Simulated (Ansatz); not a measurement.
SiO2:
```
SiO2
1.0
    4.92056     0.00000     0.00000
   -2.46028     4.26133     0.00000
    0.00000     0.00000     5.41633
Si O
3 6
Direct
  0.00000   0.46897   0.33333
  0.53103   0.53103   0.00000
  0.46897   0.00000   0.66667
  0.14414   0.73098   0.54876
  0.26902   0.41316   0.21542
  0.58684   0.85586   0.88209
  0.73098   0.14414   0.45124
  0.41316   0.26902   0.78458
  0.85586   0.58684   0.11791
```

Relaxed with r²SCAN. r²SCAN (plane waves, PAW; program Ansatz) gives a gap of 6.60 eV.

What gap does HSE06 give on the same cell (Ansatz, PAW)?

7.78 eV, 1.18 eV more. The hybrid was solved on a coarser mesh and at special points; its gap is the smallest among all of these.

```json
[
 {"k": "Γ", "v1 r²SCAN": "-0.30", "c1 r²SCAN": "6.60", "v1 HSE06": "-0.32", "c1 HSE06": "7.78"},
 {"k": "A", "v1 r²SCAN": "-0.09", "c1 r²SCAN": "8.60", "v1 HSE06": "-0.10", "c1 HSE06": "9.81"},
 {"k": "K", "v1 r²SCAN": "0.00", "c1 r²SCAN": "9.64", "v1 HSE06": "…", "c1 HSE06": "…"},
 {"k": "H", "v1 r²SCAN": "-0.58", "c1 r²SCAN": "9.93", "v1 HSE06": "…", "c1 HSE06": "…"},
 {"k": "M", "v1 r²SCAN": "-0.04", "c1 r²SCAN": "8.97", "v1 HSE06": "…", "c1 HSE06": "…"},
 {"k": "L", "v1 r²SCAN": "-0.19", "c1 r²SCAN": "9.78", "v1 HSE06": "…", "c1 HSE06": "…"}
]
```

Top valence (v1) and lowest conduction level (c1) in eV from each method's valence maximum (which need not be a listed point): supply the withheld HSE06 values.


- H, v1 HSE06: -0.61
- H, c1 HSE06: 11.08
- M, v1 HSE06: -0.04
- M, c1 HSE06: 10.18
- K, v1 HSE06: 0.00
- K, c1 HSE06: 10.85
- L, v1 HSE06: -0.20
- L, c1 HSE06: 10.95

Cost on shared cores: the r²SCAN run (SCF on a 7×7×5 mesh, then bands and DOS) roughly 2.5 core-minutes, the HSE06 run (SCF on 4×4×3, then a few points) very roughly 5 core-minutes; the tasks are unlike.

Space group P3_221. The r²SCAN relaxation kept the symmetry of its start.

Potentials: the later of the program's two PAW sets.
